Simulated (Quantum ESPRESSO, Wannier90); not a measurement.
Wannier functions of V (bcc (W type))

```
begin unit_cell_cart
ang
   -1.4912000000    1.4912000000    1.4912000000
    1.4912000000   -1.4912000000    1.4912000000
    1.4912000000    1.4912000000   -1.4912000000
end unit_cell_cart
begin atoms_frac
V    0.0000000000  0.0000000000  0.0000000000
end atoms_frac
```

Cell from Materials Project (mp-146), symmetrised, no further relaxation. This is the element's usual structure. Level: PBEsol, no spin polarisation, no spin-orbit coupling; pw.x of Quantum ESPRESSO at 68 Ry with PseudoDojo potentials, 12×12×12 k-points, Wannier90. Density: 20×20×20 mesh, cold smearing 0.01 Ry. A non-magnetic state is assumed; magnetic ones were not tried.

A tight-binding model is made by disentanglement and projection with no localisation steps (num_iter = 0), so the 9 orbitals stay atom-like: hydrogen-like V: s;p;d, axes along x, y, z; frozen window up to 1.50 eV relative to the Fermi level. It follows pw.x to 1.9 meV rms for states up to 1.0 eV relative to the Fermi level. Matrix elements depend on this choice of orbitals and windows.

Problem. What are the on-site energies relative to the Fermi level, and how fast do the hoppings decay?

Solution. 
```json
[
 {"atom": "V1", "orbitals": "s", "energy (eV)": "10.43"},
 {"atom": "V1", "orbitals": "pz px py", "energy (eV)": "15.76"},
 {"atom": "V1", "orbitals": "dz2 dx2-y2", "energy (eV)": "1.39"},
 {"atom": "V1", "orbitals": "dxz dyz dxy", "energy (eV)": "1.18"}
]
```

```csv
distance of the centres (Å),largest modulus (eV)
2–3,2.8
4–5,0.35
5–6,0.060
6–7,0.046
7–8,0.023
8–9,0.0070
9–10,0.0058
10–11,0.0026
11–12,0.0018
```
